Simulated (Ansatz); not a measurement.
**Elastic constants of Ru (P6_3/mmc), step by step**

```xyz
2
Lattice="2.7030 0.0000 0.0000 -1.3515 2.3409 0.0000 0.0000 0.0000 4.2654" Properties=species:S:1:pos:R:3 pbc="T T T"
Ru    0.0000    1.5606    1.0664
Ru    1.3515    0.7803    3.1991
```

Unless marked otherwise, the numbers come from r²SCAN, PAW on Ansatz 0.2.0's default frozen-core files (fitted under PBE), scalar-relativistic. k mesh 18×18×10, strains of ±0.003, Fermi-Dirac smearing of 0.080 eV, cutoff 500 eV. The cell was relaxed by PAW under this functional.

The cell is hexagonal and carries a residual pressure of 0.00 GPa at this level. Each strain component that symmetry leaves independent is applied at ±0.003 and ±0.006, the ions relax wherever a strain frees them, and the stress (tension positive, GPa) is read. Shears are engineering strains, γ = 2ε.

```
strain    size      σxx      σyy      σzz      σyz     σxz     σxy
    xx  -0.006  -3.7359  -1.1907  -1.1549   0.0000  0.0000  0.0000
    xx  -0.003  -1.8418  -0.5906  -0.5731   0.0000  0.0000  0.0000
    xx  +0.003   1.7898   0.5806   0.5676   0.0000  0.0000  0.0000
    xx  +0.006   3.5297   1.1522   1.1265   0.0000  0.0000  0.0000
    zz  -0.006  -1.1714  -1.1714  -4.1683   0.0000  0.0000  0.0000
    zz  -0.003  -0.5782  -0.5782  -2.0595   0.0000  0.0000  0.0000
    zz  +0.003   0.5624   0.5624   2.0147   0.0000  0.0000  0.0000
    zz  +0.006   1.1098   1.1098   3.9834   0.0000  0.0000  0.0000
    yz  -0.006  -0.0064  -0.0093  -0.0186  -1.2005  0.0000  0.0000
    yz  -0.003  -0.0018  -0.0025  -0.0039  -0.6004  0.0000  0.0000
    yz  +0.003  -0.0018  -0.0025  -0.0039   0.6004  0.0000  0.0000
    yz  +0.006  -0.0064  -0.0093  -0.0186   1.2005  0.0000  0.0000
```

The slope is [8(σ(+δ) − σ(−δ)) − (σ(+2δ) − σ(−2δ))]/(12δ), and the program imposes the crystal's symmetry on the matrix.

(1) What are the independent elastic constants?

(2) Is the crystal stable against homogeneous strain?

(3) What moduli does a random aggregate of grains have?

(4) With the density of 12.437 g/cm³, how fast does sound travel, and what Debye temperature follows?

(5) How do the constants change if the ions are clamped to the homogeneous strain?

(6) What happens at 20 GPa (cell relaxed there)?

Answers

(1) C11 = 605.2, C12 = 195.2, C13 = 190.1, C33 = 678.9, C44 = 200.2 GPa.

(2) The least eigenvalue of the 6×6 matrix is 200.2 GPa, so yes.

(3) Voigt and Reuss bounds: B from 337.0 to 337.8 and G from 207.9 to 208.7 GPa; their means are B = 337.4 and G = 208.3 GPa. Then E = 9BG/(3B + G) = 518.2 GPa, ν = (3B − 2G)/(6B + 2G) = 0.244 and B/G = 1.62, on the brittle side of Pugh's 1.75 (a rule of thumb).

(4) 

| direction | slow (m/s) | middle (m/s) | fast (m/s) |
| --- | --- | --- | --- |
| x | 4012 | 4060 | 6976 |
| y | 4012 | 4060 | 6976 |
| z | 4012 | 4012 | 7389 |

The mean of v⁻³ over directions and branches gives v_m = 4538 m/s and θ_D = (ħ/k_B) v_m (6π²n)^(1/3) = 567 K, n being atoms per volume. Young's modulus spans 504 to 589 GPa over directions, and the universal anisotropy index is 0.02.

(5) Clamped values, with the change against relaxed ions: C11 = 612.2 (+7.0), C12 = 188.2 (-7.0), C13 = 190.1 (+0.0), C33 = 678.9 (+0.0), C44 = 200.2 (+0.0) GPa.

(6) The volume falls to 0.9491 of its value, and C11 = 749.2, C12 = 266.4, C13 = 252.2, C33 = 835.3, C44 = 236.6 GPa (slopes of the stress), in this structure whether or not another phase takes over.

Limits of these numbers: frozen-core PAW files fitted under PBE, their cores solved anew for the functional of the run; responses of metals move with mesh and smearing; elastic stability says nothing of phonons or of other phases.
